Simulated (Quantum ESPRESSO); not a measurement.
# ZrTiSiGaO7F: input and log of a self-consistent run

Computed values, not a measurement. The program is pw.x of Quantum ESPRESSO 7.5 (plane-wave density functional theory). The cell is made up: 12 atoms on a fluorite lattice, with randomly drawn elements, strain and displacements, not relaxed. PseudoDojo standard norm-conserving files (v0.5 for PBE, v0.4.1 for LDA and PBEsol) set the functional; there is no spin polarisation, spin-orbit coupling or dispersion term, and the masses in the input are unused placeholders. A spin-polarised start on this cell or one of its family kept no moment above 0.05 Bohr magneton at the same smearing; a narrower smearing was not tried.

Input:

```
&control calculation='scf', pseudo_dir='./dojo.nc.sr.pbe.v0_5.standard.upf', outdir='./o', disk_io='low', tprnfor=.true., tstress=.true. /
&system ibrav=0, nat=12, ntyp=6, nbnd=55, ecutwfc=84.00895049, nosym=.true., tot_charge=0,
 occupations='smearing', smearing='fd', degauss=0.0073498644
/
&electrons conv_thr=7.350e-09, electron_maxstep=60, /
ATOMIC_SPECIES
F 1.0 F.upf
Ga 1.0 Ga.upf
O 1.0 O.upf
Si 1.0 Si.upf
Ti 1.0 Ti.upf
Zr 1.0 Zr.upf
CELL_PARAMETERS angstrom
5.0261 0.0 0.0
0.0 5.0261 0.0
0.0 0.0 5.0261
ATOMIC_POSITIONS angstrom
Zr -0.0364 -0.0069 0.0206
Ti 0.0003 2.5682 2.4545
Si 2.5282 -0.0279 2.4757
Ga 2.4596 2.4977 -0.002
O 1.2285 1.2302 1.2594
O 1.2909 1.2902 3.8133
O 1.2822 3.7453 1.2435
O 1.2461 3.7273 3.6814
F 3.8396 1.2284 1.2996
O 3.7865 1.1959 3.7469
O 3.7411 3.7814 1.2146
O 3.8473 3.7942 3.8142
K_POINTS automatic
6 6 6 1 1 1
```

The log is shortened where brackets say so; the opening notice, blank lines, dates and the lines on written files are dropped, and the path of the files is cut. It prints rydbergs, bohrs and kilobars, and counts compression as positive stress.

```
     Program PWSCF v.7.5
     Parallel version (MPI & OpenMP), running on       4 processor cores
     Number of MPI processes:                 4
     Threads/MPI process:                     1
     [start-up lines left out]
     bravais-lattice index     =            0
     lattice parameter (alat)  =       9.4980  a.u.
     unit-cell volume          =     856.8208 (a.u.)^3
     number of atoms/cell      =           12
     number of atomic types    =            6
     number of electrons       =        90.00
     number of Kohn-Sham states=           55
     kinetic-energy cutoff     =      84.0090  Ry
     charge density cutoff     =     336.0358  Ry
     scf convergence threshold =      7.3E-09
     mixing beta               =       0.7000
     number of iterations used =            8  plain     mixing
     Exchange-correlation= PBE
                           (   1   4   3   4   0   0   0)
     [axes and pseudopotential details left out]
   Cartesian axes
     site n.     atom                  positions (alat units)
         1        Zr     tau(   1) = (  -0.0072422  -0.0013728   0.0040986  )
         2        Ti     tau(   2) = (   0.0000597   0.5109727   0.4883508  )
         3        Si     tau(   3) = (   0.5030143  -0.0055510   0.4925688  )
         4        Ga     tau(   4) = (   0.4893655   0.4969459  -0.0003979  )
         5        O      tau(   5) = (   0.2444241   0.2447623   0.2505720  )
         6        O      tau(   6) = (   0.2568393   0.2567000   0.7586996  )
         7        O      tau(   7) = (   0.2551083   0.7451702   0.2474085  )
         8        O      tau(   8) = (   0.2479258   0.7415889   0.7324566  )
         9        F      tau(   9) = (   0.7639323   0.2444042   0.2585703  )
        10        O      tau(  10) = (   0.7533674   0.2379380   0.7454885  )
        11        O      tau(  11) = (   0.7443346   0.7523527   0.2416585  )
        12        O      tau(  12) = (   0.7654643   0.7548994   0.7588787  )
     number of k points=   108  Fermi-Dirac smearing, width (Ry)=  0.0073
     Number of k-points >= 100: set verbosity='high' to print them.
     Dense  grid:    88951 G-vectors     FFT dimensions: (  60,  60,  60)
     Estimated max dynamical RAM per process >     404.04 MB
     Estimated total dynamical RAM >       1.51 GB
     Initial potential from superposition of free atoms
     starting charge      89.9927, renormalised to      90.0000
     Starting wfcs are   65 randomized atomic wfcs
     total cpu time spent up to now is        6.0 secs
     per-process dynamical memory:   343.3 Mb
     Self-consistent Calculation
     iteration #  1     ecut=    84.01 Ry     beta= 0.70
     Davidson diagonalization with overlap
     ethr =  1.00E-02,  avg # of iterations =  2.0
     total cpu time spent up to now is       16.8 secs
     total energy              =    -660.48647851 Ry
     estimated scf accuracy    <       4.36188330 Ry
     iteration #  2     ecut=    84.01 Ry     beta= 0.70
     Davidson diagonalization with overlap
     ethr =  4.85E-03,  avg # of iterations =  3.0
     total cpu time spent up to now is       30.3 secs
     total energy              =    -655.80183466 Ry
     estimated scf accuracy    <      52.92720214 Ry
     iteration #  3     ecut=    84.01 Ry     beta= 0.70
     Davidson diagonalization with overlap
     ethr =  4.85E-03,  avg # of iterations =  5.9
     total cpu time spent up to now is       42.9 secs
     total energy              =    -662.50996198 Ry
     estimated scf accuracy    <       3.30002353 Ry
     iteration #  4     ecut=    84.01 Ry     beta= 0.70
     Davidson diagonalization with overlap
     ethr =  3.67E-03,  avg # of iterations =  2.2
     total cpu time spent up to now is       53.1 secs
     total energy              =    -662.80846344 Ry
     estimated scf accuracy    <       0.84136223 Ry
     iteration #  5     ecut=    84.01 Ry     beta= 0.70
     Davidson diagonalization with overlap
     ethr =  9.35E-04,  avg # of iterations =  4.4
     total cpu time spent up to now is       64.3 secs
     total energy              =    -662.73753197 Ry
     estimated scf accuracy    <       0.51227451 Ry
     [iterations 6 to 12 left out]
     iteration # 13     ecut=    84.01 Ry     beta= 0.70
     Davidson diagonalization with overlap
     ethr =  8.39E-09,  avg # of iterations =  2.0
     total cpu time spent up to now is      156.4 secs
     total energy              =    -662.75249797 Ry
     estimated scf accuracy    <       0.00000660 Ry
     iteration # 14     ecut=    84.01 Ry     beta= 0.70
     Davidson diagonalization with overlap
     ethr =  7.34E-09,  avg # of iterations =  1.0
     total cpu time spent up to now is      165.6 secs
     total energy              =    -662.75249848 Ry
     estimated scf accuracy    <       0.00000045 Ry
     iteration # 15     ecut=    84.01 Ry     beta= 0.70
     Davidson diagonalization with overlap
     ethr =  5.04E-10,  avg # of iterations =  2.5
     total cpu time spent up to now is      176.0 secs
     total energy              =    -662.75249857 Ry
     estimated scf accuracy    <       0.00000004 Ry
     iteration # 16     ecut=    84.01 Ry     beta= 0.70
     Davidson diagonalization with overlap
     ethr =  4.90E-11,  avg # of iterations =  4.0
     total cpu time spent up to now is      187.4 secs
     total energy              =    -662.75249857 Ry
     estimated scf accuracy    <       0.00000002 Ry
     iteration # 17     ecut=    84.01 Ry     beta= 0.70
     Davidson diagonalization with overlap
     ethr =  2.35E-11,  avg # of iterations =  2.0
     total cpu time spent up to now is      197.3 secs
     End of self-consistent calculation
     Number of k-points >= 100: set verbosity='high' to print the bands.
     the Fermi energy is     9.9406 ev
!    total energy              =    -662.75249858 Ry
     estimated scf accuracy    <          2.5E-09 Ry
     smearing contrib. (-TS)   =      -0.00321384 Ry
     internal energy E=F+TS    =    -662.74928473 Ry
     The total energy is F=E-TS. E is the sum of the following terms:
     one-electron contribution =    -185.91342094 Ry
     hartree contribution      =     153.91466590 Ry
     xc contribution           =    -151.88496067 Ry
     ewald contribution        =    -478.86556903 Ry
     convergence has been achieved in  17 iterations
     Forces acting on atoms (cartesian axes, Ry/au):
     atom    1 type  6   force =     0.08651473   -0.04039793   -0.09324561
     atom    2 type  5   force =     0.08477364    0.06615324    0.09607905
     atom    3 type  4   force =    -0.06993488   -0.05430122    0.07645354
     atom    4 type  2   force =    -0.04576030    0.03231130   -0.05950985
     atom    5 type  3   force =     0.06797398   -0.00238913    0.06523526
     atom    6 type  3   force =     0.00829013   -0.00962788   -0.03089836
     atom    7 type  3   force =     0.00171544   -0.00550422    0.01865992
     atom    8 type  3   force =     0.02466887    0.03655879   -0.03766140
     atom    9 type  1   force =    -0.04076739    0.01942304    0.01361445
     atom   10 type  3   force =    -0.03701553    0.01186585   -0.05929671
     atom   11 type  3   force =    -0.03358461   -0.00231918    0.08504258
     atom   12 type  3   force =    -0.04687409   -0.05177267   -0.07447285
     Total force =     0.314251     Total SCF correction =     0.000065
     Computing stress (Cartesian axis) and pressure
          total   stress  (Ry/bohr**3)                   (kbar)     P=     -109.22
  -0.00078169   0.00008511  -0.00000061         -114.99       12.52       -0.09
   0.00008511  -0.00071044  -0.00012792           12.52     -104.51      -18.82
  -0.00000061  -0.00012792  -0.00073534           -0.09      -18.82     -108.17
     init_run     :      5.65s CPU      5.89s WALL (       1 calls)
     electrons    :    190.48s CPU    191.33s WALL (       1 calls)
     forces       :      2.17s CPU      2.18s WALL (       1 calls)
     stress       :      7.62s CPU      7.64s WALL (       1 calls)
     [timing details left out]
     PWSCF        :   3m26.09s CPU   3m27.24s WALL
     JOB DONE.
```

In other units: free energy -9017.207 eV for the cell, pressure -10.92 GPa, largest force component 2.470 eV/Å. A rerun of this cell at a cutoff of 1467 eV and k mesh 8 x 8 x 8 moved values by no more than 0.004 eV in energy, 0.05 GPa in stress and 0.003 eV/Å in force.